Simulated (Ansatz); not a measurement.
SnSe₂:
```
CELL_PARAMETERS angstrom
      3.89916     0.00000     0.00000
     -1.94958     3.37677     0.00000
      0.00000     0.00000    11.67979
ATOMIC_POSITIONS crystal
  Sn 0.33333 0.66667 0.25000
  Sn 0.66667 0.33333 0.75000
  Se 0.33333 0.66667 0.60113
  Se 0.66667 0.33333 0.10113
  Se 0.66667 0.33333 0.39887
  Se 0.33333 0.66667 0.89887
```

Relaxed with PBE. Special points in fractions of this cell's reciprocal vectors: Γ (0.000, 0.000, 0.000); M (0.500, 0.000, 0.000); K (0.333, 0.333, 0.000); A (0.000, 0.000, 0.500); L (0.500, 0.000, 0.500); H (0.333, 0.333, 0.500).

### Question
List the band energies nearest the Fermi level at these points for PBE (plane waves, PAW; program Ansatz).

### Answer
In eV from the Fermi level; about four levels below and three above (degenerate sets whole), none deeper than 8.9 eV; points with the same levels are listed once.

```csv
k,below,above
Γ,-0.79 -0.73 -0.17 -0.17,1.47 3.02 3.50 3.50
M,-1.26 -1.24 -0.49 -0.07,0.69 1.82 2.95
K,-3.29 -1.71 -0.49 -0.49,0.70 0.70 1.28
A,-0.42 -0.42 -0.42 -0.42,0.64 0.64 3.55 3.55
L,-1.32 -1.32 -1.03 -1.03,0.02 0.02 2.63 2.63
H,-2.48 -2.48 -1.56 -1.56,1.43 1.43 2.31 2.31
```

Space group P6_3/mmc. The cell is a constructed one: a structure type filled with these elements; neither database checked (COD, Materials Project) lists it. COD files the formula under space group No. 164, 217, so this cell is another polymorph or a model. Whether it is the stable phase at ambient conditions was not checked. Symmetry was held in the PBE relaxation; whether a distortion lowers the energy is not shown. A crystal of weakly bound layers computed without a dispersion correction: the cell and the soft elastic constants depend strongly on that. Scalar-relativistic: spin–orbit coupling is off unless named, which matters more the heavier the elements.

Potentials: the later of the program's two PAW sets.
